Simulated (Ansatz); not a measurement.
**One input, then a changed one: Rh (hcp type)**

First run: DFT, LDA, PAW with Ansatz's default frozen-core files, scalar-relativistic (Ansatz 0.2.0).

Command: `ansatz run input.yaml --threads 1 --pin off --max-ram 2048MiB --backend cpu --events-out ev --progress --plain --runs-dir out` It took 7 s on 1 thread of Arm Neoverse V1, on a shared host, peak memory 0.33 GiB.

```yaml
crystal:
  lattice:
    - [2.6696000917, 0.0, 0.0]
    - [-1.3348000458, 2.3119414974, 0.0]
    - [0.0, 0.0, 4.3033262185]
  atoms:
    - { symbol: Rh, position: [0.3333333333, 0.6666666667, 0.25] }
    - { symbol: Rh, position: [0.6666666667, 0.3333333333, 0.75] }
kpoints:
  mp_grid: { grid: [16, 16, 9] }
  band_path:
    path:
      - [0.0, 0.0, 0.0]
      - [0.5, 0.0, 0.0]
      - [0.3333333333, 0.3333333333, 0.0]
      - [0.0, 0.0, 0.0]
      - [0.0, 0.0, 0.5]
      - [0.5, 0.0, 0.5]
      - [0.3333333333, 0.3333333333, 0.5]
      - [0.0, 0.0, 0.5]
      - [0.5, 0.0, 0.5]
    npoints: 8
scf:
  occupations: { method: fermi_dirac, width: 0.08 }
hamiltonian:
  xc: lda
  pseudopotentials: { kind: paw }
output:
  forces: true
  stress: true
  eigenvalues: true
  populations: true
  dos: { projected: true, de: 0.2, e_range: [-14, 8] }
  write_density: true
  write_potential: true
  elf: true
  volumetric_format: npy
```

The cell comes from a relaxation on PAW files under the same functional, begun from a prototype that needn't be the stable phase.

This run: the series' base cell.

It converges in 6 SCF iterations at a pressure of 0.00 GPa, cutoff 420 eV.

The input is then changed:

```diff
   occupations: { method: fermi_dirac, width: 0.08 }
+  n_extra_bands: 32
 hamiltonian:
   pseudopotentials: { kind: paw }
+  dispersion: d3bjatm
 output:
   populations: true
-  dos: { projected: true, de: 0.2, e_range: [-14, 8] }
-  write_density: true
-  write_potential: true
-  elf: true
-  volumetric_format: npy
+basis:
+  ecutwfc: "350 eV"
```

Problem. Predict the outcome of the changed run.

Solution. It converges in 6 SCF iterations at a pressure of -6.50 GPa, cutoff 350 eV. More than one line changes, and not each need have an effect. Some of the changed settings are coarser than converged work would use.
